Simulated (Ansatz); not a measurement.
ScPt3 (Cu3Au type)

```cif
data_Pt3Sc
_chemical_formula_sum 'Sc1 Pt3'
_space_group_name_H-M_alt 'Pm-3m'
_space_group_IT_number 221
_space_group_name_Hall '-P 4 2 3'
_cell_length_a 3.97826
_cell_length_b 3.97826
_cell_length_c 3.97826
_cell_angle_alpha 90.000
_cell_angle_beta 90.000
_cell_angle_gamma 90.000
loop_
_atom_site_label
_atom_site_type_symbol
_atom_site_symmetry_multiplicity
_atom_site_Wyckoff_symbol
_atom_site_fract_x
_atom_site_fract_y
_atom_site_fract_z
_atom_site_occupancy
Sc1 Sc 1 a 0.00000 0.00000 0.00000 1
Pt1 Pt 3 c 0.00000 0.50000 0.50000 1
```

The relaxed cell is deformed in two ways at once: its volume V is scaled, and at that volume it is stretched along z (the c axis of the conventional cell) so that c/a changes. Fractional atomic positions are held.

These are r2SCAN (plane waves to 500 eV, PAW, scalar-relativistic; Ansatz, a program for electronic structure) values and carry that method's errors. k mesh 12×12×12 (Γ-centred), Fermi-Dirac smearing 0.05 eV. E stands for the smeared free energy. With partly filled bands, the response to shear is sensitive to the k mesh, so small differences along c/a are uncertain. ScPt3 is run without spin polarisation. ScPt3 was relaxed with its symmetry unable to fall. Spin-orbit coupling is left out, though Pt is heavy. The zero of ΔE is the relaxed starting cell.

Task: Predict the ΔE (eV/atom) at all points of the grid V/V₀ = 0.920, 0.947, 0.973, 1.000, 1.027, 1.053, 1.080 by (c/a)/(c/a)₀ = 0.920, 0.947, 0.973, 1.000, 1.027, 1.053, 1.080.

Result: ΔE (eV/atom), with V/V₀ across and (c/a)/(c/a)₀ down:

```
(c/a)/(c/a)₀ \ V/V₀  0.920  0.947  0.973  1.000  1.027  1.053  1.080
-------------------  -----  -----  -----  -----  -----  -----  -----
0.920                0.117  0.068  0.040  0.030  0.035  0.053  0.083
0.947                0.097  0.049  0.022  0.013  0.020  0.039  0.070
0.973                0.085  0.038  0.012  0.003  0.010  0.030  0.061
1.000                0.081  0.034  0.008  0.000  0.007  0.027  0.059
1.027                0.085  0.038  0.012  0.003  0.010  0.030  0.061
1.053                0.098  0.050  0.023  0.014  0.020  0.039  0.070
1.080                0.119  0.070  0.041  0.031  0.036  0.054  0.084
```

(A scan under strain: stresses follow from slopes of the energy per volume, elastic moduli from its curvatures.)
